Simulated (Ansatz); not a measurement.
Find the missing element

Cell vectors (Å):

```
3.6959 0.0000 0.0000
0.0000 3.6959 0.0000
0.0000 0.0000 3.6959
```

```tsv
atom	a	b	c
X	0.5000	0.5000	0.5000
Zn	0.0000	0.0000	0.0000
```

Computed with PBEsol, all-electron LAPW in Ansatz 0.2.0, with spin-orbit coupling. k mesh 8×8×8, fine mesh 12×12×12, Fermi-Dirac smearing of 0.100 eV, lines of 0.25 eV, Drude damping 0.03 eV.

Independent-particle optical response of a crystal from Kohn-Sham bands on the fine mesh with a Drude term, no local fields or excitons; Cartesian axes as in the cell vectors.

```json
{
 "Fine mesh": "12, 12, 12",
 "Line width": "0.25 eV",
 "Drude damping": "0.03 eV",
 "Further gaussian width": "0.3 eV"
}
```

| photon energy (eV) | dielectric imag xx |
| --- | --- |
| 0.8 | 34.2 |
| 1.6 | 29.38 |
| 2.4 | 15.24 |
| 3.2 | 7.36 |
| 4 | 6.86 |
| 4.8 | 6.75 |
| 5.6 | 5.39 |
| 6.4 | 3.52 |
| 7.2 | 2.67 |
| 8 | 1.7 |
| 8.8 | 1.14 |
| 9.6 | 0.98 |
| 10.4 | 0.94 |
| 11.2 | 0.48 |
| 12 | 0.29 |
| 12.8 | 0.3 |
| 13.6 | 0.25 |
| 14.4 | 0.27 |
| 15.2 | 0.71 |
| 16 | 1.32 |
| 16.8 | 1.86 |
| 17.6 | 1.26 |
| 18.4 | 1.71 |
| 19.2 | 2.09 |
| 20 | 1.29 |
| 20.8 | 0.93 |
| 21.6 | 1.05 |
| 22.4 | 1.01 |
| 23.2 | 0.72 |
| 24 | 0.65 |
| 24.8 | 0.79 |

All X atoms are one element. Which one was computed?

La; the crystal is LaZn (Pm-3m).

Limits of these numbers: filled d bands lie too high at this level, so their transitions start too early; these sums move with the mesh, by several per cent and more for small sheets; spectra summed at the mesh points alone.
